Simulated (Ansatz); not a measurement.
AgCl:
```
CELL_PARAMETERS angstrom
      0.00000     2.77243     2.77243
      2.77243     0.00000     2.77243
      2.77243     2.77243     0.00000
ATOMIC_POSITIONS crystal
  Ag 0.50000 0.50000 0.50000
  Cl 0.00000 0.00000 0.00000
```

Relaxed with r²SCAN.

Question: Give the Bader charges and basin volumes of the independent atoms, r²SCAN in the plane-wave PAW code Ansatz.

Answer: 

```json
[
 {"atom": "Ag1", "Bader charge (e)": "+0.62", "Bader volume (Å³)": "19.2"},
 {"atom": "Cl2", "Bader charge (e)": "-0.62", "Bader volume (Å³)": "23.5"}
]
```

Space group Fm-3m (rock salt). The r²SCAN relaxation kept the symmetry of its start. No spin polarisation was allowed.

Potentials: the later of the program's two PAW sets.
